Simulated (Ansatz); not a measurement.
Free-standing chains of the atoms of NiO, named by their start (strip: triangular double chain, ladder: square double chain); atoms and period are relaxed, and energies count from relaxed bulk NiO (Fm-3m, 9.18 Å³/atom, gap on the mesh 0.82 eV).

All numbers below come from DFT r2SCAN, scalar-relativistic, plane waves, PAW (Ansatz 0.2.0).

Plane waves to 500 eV, a k mesh through Γ of 1×1×17 on the computed 4-atom cell and Gaussian smearing (0.05 eV); collinear spin from starting moments 1.84 0.5 0.5 1.84 μB.

Start (ladder chain):

```
CELL_PARAMETERS angstrom
11.00000 0.00000 0.00000
0.00000 9.30000 0.00000
0.00000 0.00000 3.76958
ATOMIC_POSITIONS crystal
Ni 0.41004 0.50000 0.00000
O 0.41004 0.50000 0.50000
O 0.58996 0.50000 0.00000
Ni 0.58996 0.50000 0.50000
```

Task: Relax it.

Result: The free energy falls by 47 meV/atom.

```
excess energy (eV per host atom) : 0.773
period (Å)                       : 3.607
gap on the mesh (eV)             : 0.22
size of the moment (μB per cell) : 4.00
```

Relaxed structure:
```yaml
crystal:
  lattice:
    - [11.00000, 0.00000, 0.00000]
    - [0.00000, 9.30000, 0.00000]
    - [0.00000, 0.00000, 3.60709]
  atoms:
    - { symbol: Ni, position: [0.40733, 0.50000, 0.00000] }
    - { symbol: O, position: [0.41024, 0.50000, 0.50000] }
    - { symbol: O, position: [0.58976, 0.50000, 0.00000] }
    - { symbol: Ni, position: [0.59267, 0.50000, 0.50000] }
```

An odd mesh misses points on the zone edge, so a gap read on it can be too wide. Moments started parallel, and an antiferromagnetic order may lie lower.

Each run keeps its start's symmetry and one magnetic start, so lower states can exist.

It took 3.9 min on 2 threads of Arm Neoverse V1 (shared host), peak memory 1.5 GiB.